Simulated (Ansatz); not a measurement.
# A plane-wave run on KRb$_{2}$WF$_{6}$

input.yaml (Ansatz 0.2.0)

```yaml
crystal:
  lattice:
    - [0.0, 4.496105, 4.496105]
    - [4.496105, 0.0, 4.496105]
    - [4.496105, 4.496105, 0.0]
  atoms:
    - { symbol: Rb, position: [0.25, 0.25, 0.25] }
    - { symbol: Rb, position: [0.75, 0.75, 0.75] }
    - { symbol: K, position: [0.5, 0.5, 0.5] }
    - { symbol: F, position: [0.78, 0.22, 0.22] }
    - { symbol: F, position: [0.22, 0.78, 0.22] }
    - { symbol: F, position: [0.22, 0.78, 0.78] }
    - { symbol: F, position: [0.78, 0.22, 0.78] }
    - { symbol: F, position: [0.22, 0.22, 0.78] }
    - { symbol: F, position: [0.78, 0.78, 0.22] }
    - { symbol: W, position: [0.0, 0.0, 0.0] }
  symmetry: { tolerance: 0.0003 }
kpoints:
  mp_grid: { grid: [5, 5, 5], shift: [0, 0, 0] }
  band_path:
    path:
      - [0.0, 0.0, 0.0]
      - [0.5, 0.0, 0.5]
      - [0.625, 0.25, 0.625]
      - [0.375, 0.375, 0.75]
      - [0.0, 0.0, 0.0]
      - [0.5, 0.5, 0.5]
      - [0.5, 0.25, 0.75]
      - [0.5, 0.0, 0.5]
    npoints: 8
magnetization:
  spin_polarized: false
scf:
  occupations: { method: methfessel_paxton, width: 0.0436 }
  lower_state_search: "off"
  max_iter: 200
hamiltonian:
  pseudopotentials: { kind: paw }
  xc: pbe
basis:
  ecutwfc: 420
  fft_grid_basis: typed
output:
  forces: true
  stress: true
  eigenvalues: true
  bader: true
  populations: true
  elf: true
  write_potential: true
  volumetric_format: npy
  dos:
    e_range: [-12, 8]
    de: 0.05
    projected: { site_lists: { F: [F], K: [K], Rb: [Rb], W: [W] } }
checkpoint:
  read: saved_state
```

The run starts from an earlier solution of this cell. 

Output (shortened):

```
SCF iter   1: F=—  Δρ=3.14e-3  dr2=4.94e-2
SCF iter   2: F=—  S|Δr|=    0.00e0  Δρ=2.34e-3  dr2=2.69e-2
SCF iter   3: F=—  S|Δr|=    0.00e0  Δρ=2.01e-3  dr2=1.66e-2
SCF iter   4: F=—  S|Δr|=    0.00e0  Δρ=2.06e-3  dr2=1.29e-2
SCF iter   5: F=—  S|Δr|=    0.00e0  Δρ=1.92e-3  dr2=1.00e-2
SCF iter   6: F=—  S|Δr|=    0.00e0  Δρ=1.16e-3  dr2=2.39e-3
SCF iter   7: F=—  S|Δr|=    0.00e0  Δρ=1.01e-3  dr2=5.41e-3
SCF iter   8: F=—  S|Δr|=    0.00e0  Δρ=7.43e-4  dr2=2.84e-3
SCF iter   9: F=—  S|Δr|=    0.00e0  Δρ=3.86e-4  dr2=7.74e-4
SCF iter  10: F=—  S|Δr|=    0.00e0  Δρ=7.21e-6  dr2=7.96e-8
SCF iter  11: F=—  S|Δr|=    0.00e0  Δρ=5.80e-6  dr2=8.40e-8
SCF iter  12: F=-23313.7345 eV  S|Δr|=    0.00e0  Δρ=3.84e-6  dr2=8.30e-8
Free energy (F): -23313.7345 eV
Harris-Foulkes:  -23313.7345 eV  (|F-HF|=6.99e-8)
Internal energy: -23313.7295 eV  (E = F + TS)
E sigma→0 (E₀):  -23313.7333 eV
Entropy (-TS):   -0.0051 eV (-0.507 meV/atom)
Fermi energy:    9.0689 eV
--- Forces (eV/Å), atoms counted from 1 ---
  atom   1  Rb     0.0000     0.0000     0.0000
  atom   2  Rb     0.0000     0.0000     0.0000
  atom   3  K      0.0000     0.0000     0.0000
  atom   4  F      1.5623     0.0000     0.0000
  atom   5  F      0.0000     1.5623     0.0000
  atom   6  F     -1.5623     0.0000     0.0000
  atom   7  F      0.0000    -1.5623     0.0000
  atom   8  F      0.0000     0.0000     1.5623
  atom   9  F      0.0000     0.0000    -1.5623
  atom  10  W      0.0000     0.0000     0.0000
--- Stress (GPa, compression-positive) ---
        6.8659       0.0000       0.0000
        0.0000       6.8659       0.0000
        0.0000       0.0000       6.8659
  P = ⅓ Tr σ = 6.8659 GPa (68.659 kbar)
--- Löwdin populations: 10 sites ---
  site symbol       q [e]
     0     Rb      8.1693
     1     Rb      8.1693
     2      K      8.1998
     3      F      7.5763
     4      F      7.5763
     5      F      7.5763
     6      F      7.5763
     7      F      7.5763
     8      F      7.5763
     9      W     12.6422
  spilling = 0.0044 (of n_electrons = 83.0000)
--- Bader charges: 10 sites ---
  site symbol  charge [e]  shift [e]
     0     Rb      0.8773     0.0000
     1     Rb      0.8773     0.0000
     2      K      0.8518     0.0001
     3      F     -0.7891     0.0004
     4      F     -0.7891     0.0004
     5      F     -0.7891     0.0004
     6      F     -0.7891     0.0004
     7      F     -0.7891     0.0004
     8      F     -0.7891     0.0004
     9      W      2.1283     0.0023
```

Origin: a known structure type with other elements, at an estimated volume, so it need not be a known compound. Caveats: many states at the Fermi level without spin polarisation, so a magnetic state may lie lower; atoms or cell far from equilibrium.
